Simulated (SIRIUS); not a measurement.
Input and output of a self-consistent single point for Ge₃PbSe₄ (P1, 8 atoms in the cell; from Materials Project mp-1224389, changed as shown) (SIRIUS).

Level of theory: LDA (PW92), GBRV LDA ultrasoft pseudopotentials (plane waves; SIRIUS 7.12.0).

The change in words: atom 5 moved by +0.15 angstrom along y. Reference geometry (Pm):
```yaml
crystal:
  lattice:
    - [4.59551, 0.00000, 0.00000]
    - [0.00000, 3.99623, 0.00000]
    - [-0.00948, 0.00000, 11.48214]
  atoms:
    - { symbol: Ge, position: [0.12680, 0.00000, 0.87420] }
    - { symbol: Ge, position: [0.62610, 0.50000, 0.63110] }
    - { symbol: Ge, position: [0.87820, 0.50000, 0.12500] }
    - { symbol: Pb, position: [0.40830, 0.00000, 0.38750] }
    - { symbol: Se, position: [0.50930, 0.00000, 0.13780] }
    - { symbol: Se, position: [0.98950, 0.00000, 0.65220] }
    - { symbol: Se, position: [0.49310, 0.50000, 0.84660] }
    - { symbol: Se, position: [0.96870, 0.50000, 0.34550] }
```

Reference input (self-consistent single point, DFT, LDA (PW92), plane waves, GBRV LDA ultrasoft pseudopotentials): parameters.ngridk = 3 3 1; parameters.xc_functionals = [XC_LDA_X, XC_LDA_C_PW]; parameters.gk_cutoff = 6.325 1/bohr; parameters.pw_cutoff = 14.143 1/bohr; parameters.smearing = fermi_dirac; parameters.smearing_width = 0.000734986 Ha; potentials = GBRV LDA ultrasoft pseudopotentials; parameters.electronic_structure_method = pseudopotential; parameters.num_bands = 48; parameters.num_mag_dims = 0; parameters.num_dft_iter = 100; parameters.energy_tol = 1e-07 Ha. This run's input differs from it in these lines:

```diff
@@ -54,3 +54,3 @@
       "Se": [
-        [4.4204228538, 0.0, 2.989997128],
+        [4.4204228538, 0.283456071, 2.989997128],
         [8.5813879503, 0.0, 14.1514958409],
```

Log, with long lists cut:

```
[find] density tolerance         : 1e-06
[find] total energy tolerance    : 1e-07
[find] iter_solver_tol (initial) : 0.01
[find] iter_solver_tol (target)  : 1e-13
[find] num_dft_iter              : 100
Charges and magnetic moments
--------------------------------------------------------------------------------
total charge          : 80.000000
[find] | SCF iteration   0 out of 100|
[diagonalize] iterative solver tolerance (occupied, empty): 0.01 0.01
[diagonalize] average number of iterations: 2
[find] Charges and magnetic moments
[find] total charge          : 80.000000
[find] Energy
[find] smearing (-TS)                 :      -0.00000000
   [... lines left out ...]

[find] Charges and magnetic moments
[find] total charge          : 80.000000
[find] Energy
[find] smearing (-TS)                 :      -0.00000000
[find] Total energy                   :    -488.11602836 (Ha),    -976.23205671 (Ry)
[find] Free energy (E-TS)             :    -488.11602836 (Ha),    -976.23205671 (Ry)
[find] band gap (eV)                  :       0.87557791
[find] Efermi                         :       0.24008263
[find] iteration : 24, RMS (target) : 3.4658e-07 (1.0000e-06) , energy difference (target) : -6.8212e-13 (1.0000e-07)
[find] bands are converged : true
[find] iterative solver converged : true
[find] converged after 25 SCF iterations!
[find] Charges and magnetic moments
[find] total charge          : 80.000000
[find] Energy
[find] smearing (-TS)                 :      -0.00000000
[find] Total energy                   :    -488.11602836 (Ha),    -976.23205671 (Ry)
[find] Free energy (E-TS)             :    -488.11602836 (Ha),    -976.23205671 (Ry)
[find] band gap (eV)                  :       0.87557791
[find] Efermi                         :       0.24008263
[ground_state] === stress tensor components [kbar] ===
[ground_state] === stress_total ===
[ground_state]    50.428532   -4.699133    0.296908
[ground_state]    -4.699133   28.948723   -1.795136
[ground_state]     0.296908   -1.795136   30.199450
[ground_state] ==== total Forces in Ha/bohr =====
   [... lines left out ...]
[ground_state] atom:    3, force:      -0.0021714     -0.0008761     -0.0059980
[ground_state] atom:    4, force:       0.0048841     -0.0073266     -0.0035895
[ground_state] atom:    5, force:      -0.0073171      0.0001186      0.0013473
[ground_state] atom:    6, force:      -0.0066559      0.0003470     -0.0009819
[ground_state] atom:    7, force:       0.0013553      0.0023218      0.0011060
```

The run converged in 25 iterations. SIRIUS prints the stress tensor with tension positive. Against the reference run the free energy goes up by 3.5 meV/atom, the pressure goes from -3.76 to -3.65 GPa and the largest force hardly changes (0.513 to 0.510 eV/Å).

Spin-orbit coupling is left out, which matters for bands and gaps with elements this heavy. The structure comes from a collection of computed structures, made at another level of theory; the collection holds predicted forms beside known ones.

Cost on one core: very roughly 2.1 core-minutes.

The gap that the log prints is read on the run's mesh, which can miss the band edges or a crossing.
